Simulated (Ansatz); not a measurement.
InGaSbAs in space group Pmm2 (No. 25; In on 1a, As on 1b, Ga on 1d, Sb on 1c), plane-wave PAW PBE (Ansatz code), all energies at zero smearing, with the estimated change up to a 700 eV cutoff added, with one set of potentials and settings (totals compare only within such a set). Cell of 4 atoms (1 In, 1 As, 1 Ga, 1 Sb): -20722.375 eV.

| element | reference phase | E (eV/atom) |
|---|---|---|
| In | I4/mmm, 1 atoms in the cell | -5597.9156 |
| As | R-3m, 2 atoms in the cell | -4856.1443 |
| Ga | Cmce, 4 atoms in the cell | -3783.0259 |
| Sb | R-3m, 2 atoms in the cell | -6484.5760 |

Formation energy per atom, worked out: (-20722.375 − 1×(-5597.9156) − 1×(-4856.1443) − 1×(-3783.0259) − 1×(-6484.5760))/4 = -0.178 eV/atom (-17 kJ per mol of atoms), at 0 K, without zero-point energy or fitted corrections.

The start of the workflow was typed in or built on a structure type; neither database checked (COD, Materials Project) lists it. Its standing as an ambient phase is unchecked. Symmetry was held in the PBE relaxation; its stability against distortions is not shown here. The references are the lowest solids computed at this level, not always the standard phases. Spin–orbit coupling is left out wherever it is not named.

Potentials: the earlier of the program's two PAW sets.
